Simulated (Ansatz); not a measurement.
TiO$_{2}$ (anatase)

```xyz
6
Lattice="-1.8992 1.8992 4.8519 1.8992 -1.8992 4.8519 1.8992 1.8992 -4.8519" Properties=species:S:1:pos:R:3 pbc="T T T"
Ti     0.0000     0.0000     4.8519
Ti     1.8992     0.0000     2.4260
O      0.0000     0.0000     2.8490
O      1.8992     0.0000     0.4231
O      1.8992     0.0000     4.4288
O      0.0000     0.0000     6.8548
```

The slice is a (1 0 -1) plane (indices of the conventional cell) through the point (0.294, 0.294, 0.000) (fractional), spanned by u = [101] and v = [121] in vectors of this cell: u (3.80 Å) and v (10.42 Å, at 90° to u). It covers one period; positions are fractions (u, v).

Calculation: PBE (plane waves to 420 eV, PAW, scalar-relativistic; Ansatz, an electronic-structure program). k mesh 12×12×12. These are valence fields of a PAW run, semicore shells included where kept as valence: close to a nucleus they are smooth pseudo fields. The PAW data are Ansatz's earlier set. TiO2 is run without spin polarisation. TiO2 was relaxed with its symmetry unable to fall.

### Question
Sketch the valence electron density on this plane as a map.

### Answer
```tsv
v \ u	0.00	0.10	0.20	0.30	0.40	0.50	0.60	0.70	0.80	0.90
0.86	-1.2	-1.3	-1.4	-1.5	-1.4	-1.3	-1.4	-1.5	-1.4	-1.3
0.71	-0.3	-0.5	-0.7	-0.7	-0.2	0.0	-0.2	-0.7	-0.7	-0.5
0.57	-1.7	-1.5	-1.1	-0.6	-0.1	0.0	-0.1	-0.6	-1.1	-1.5
0.43	-1.6	-1.5	-1.2	-0.7	-0.2	0.0	-0.2	-0.7	-1.2	-1.5
0.29	-1.0	-1.1	-1.2	-1.1	-0.9	-0.8	-0.9	-1.1	-1.2	-1.1
0.14	-0.1	-0.3	-0.8	-1.0	-0.9	-0.9	-0.9	-1.0	-0.8	-0.3
0.00	0.9	0.7	-0.1	-0.8	-1.5	-1.8	-1.5	-0.8	-0.1	0.7
```

Values: log₁₀ of the valence density in e/Å³. The scale is logarithmic, as a density can span decades between atoms and voids.
